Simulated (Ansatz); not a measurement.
HfN (rock salt, space group No. 225), a = b = c = 4.468 Å, α = β = γ = 90.00°; the cell used has 2 atoms.

Relaxed with LDA.

Question: Which orbitals make up the states near the Fermi level in DFT-LDA in the program Ansatz with PAW potentials?

Answer: Within 0.5 eV of the Fermi level: Hf 5d 76 %, N 2p 19 %. Projections are on Löwdin-orthogonalised atomic valence shells; empty p or d shells of many metals are not among them.

Question: Tabulate the density of states.

Answer: States/eV per cell of 2 atoms, in 0.25 eV bins, energy from the Fermi level.

| E (eV) | total | Hf 5d | N 2p | Hf 6s |
|---|---|---|---|---|
| -7.85 | 0.73 | 0.24 | 0.38 | 0.07 |
| -7.60 | 0.85 | 0.26 | 0.46 | 0.08 |
| -7.35 | 0.88 | 0.25 | 0.49 | 0.09 |
| -7.10 | 0.95 | 0.25 | 0.55 | 0.10 |
| -6.85 | 0.87 | 0.21 | 0.52 | 0.09 |
| -6.60 | 0.65 | 0.16 | 0.40 | 0.06 |
| -6.35 | 0.78 | 0.22 | 0.49 | 0.04 |
| -6.10 | 1.74 | 0.57 | 1.09 | 0.03 |
| -5.85 | 2.52 | 0.78 | 1.63 | 0.02 |
| -5.60 | 3.64 | 1.04 | 2.41 | 0.01 |
| -5.35 | 2.79 | 0.83 | 1.82 | 0.01 |
| -5.10 | 1.68 | 0.54 | 1.07 | 0.00 |
| -4.85 | 1.30 | 0.41 | 0.84 | 0.00 |
| -4.60 | 1.05 | 0.31 | 0.70 | 0.00 |
| -4.35 | 0.86 | 0.23 | 0.59 | 0.00 |
| -4.10 | 0.71 | 0.16 | 0.52 | 0.00 |
| -3.85 | 0.51 | 0.08 | 0.40 | 0.00 |
| -3.60 | 0.21 | 0.03 | 0.17 | 0.00 |
| -3.35 | 0.14 | 0.03 | 0.10 | 0.00 |
| -3.10 | 0.12 | 0.04 | 0.07 | 0.00 |
| -2.85 | 0.11 | 0.07 | 0.04 | 0.00 |
| -2.60 | 0.15 | 0.09 | 0.05 | 0.00 |
| -2.35 | 0.18 | 0.12 | 0.06 | 0.00 |
| -2.10 | 0.22 | 0.15 | 0.06 | 0.00 |
| -1.85 | 0.25 | 0.18 | 0.07 | 0.00 |
| -1.60 | 0.29 | 0.21 | 0.08 | 0.00 |
| -1.35 | 0.33 | 0.24 | 0.08 | 0.00 |
| -1.10 | 0.37 | 0.27 | 0.09 | 0.00 |
| -0.85 | 0.41 | 0.31 | 0.09 | 0.00 |
| -0.60 | 0.46 | 0.35 | 0.10 | 0.00 |
| -0.35 | 0.53 | 0.41 | 0.10 | 0.01 |
| -0.10 | 0.58 | 0.44 | 0.11 | 0.01 |
| 0.15 | 0.61 | 0.46 | 0.12 | 0.01 |
| 0.40 | 0.63 | 0.47 | 0.12 | 0.01 |
| 0.65 | 0.66 | 0.49 | 0.12 | 0.01 |
| 0.90 | 0.70 | 0.53 | 0.13 | 0.01 |
| 1.15 | 0.72 | 0.55 | 0.13 | 0.02 |
| 1.40 | 0.71 | 0.54 | 0.11 | 0.02 |
| 1.65 | 0.74 | 0.57 | 0.12 | 0.02 |
| 1.90 | 0.77 | 0.60 | 0.12 | 0.02 |
| 2.15 | 0.83 | 0.66 | 0.12 | 0.02 |
| 2.40 | 0.95 | 0.74 | 0.13 | 0.03 |
| 2.65 | 1.09 | 0.84 | 0.15 | 0.04 |
| 2.90 | 1.23 | 0.93 | 0.17 | 0.04 |
| 3.15 | 1.38 | 1.05 | 0.19 | 0.05 |
| 3.40 | 1.62 | 1.24 | 0.22 | 0.05 |
| 3.65 | 2.10 | 1.63 | 0.29 | 0.06 |
| 3.90 | 1.77 | 1.39 | 0.21 | 0.06 |
| 4.15 | 1.58 | 1.24 | 0.17 | 0.07 |
| 4.40 | 1.52 | 1.18 | 0.16 | 0.07 |
| 4.65 | 1.51 | 1.15 | 0.16 | 0.09 |

Space group Fm-3m (rock salt). Symmetry was held in the LDA relaxation; of distortions, only those at the zone centre were tested. The run is not spin-polarised. With an odd number of electrons in the cell and no spin polarisation, the count alone makes it a metal. Scalar-relativistic: spin–orbit coupling is off unless named, which matters more the heavier the elements.

Potentials: the later of the program's two PAW sets.
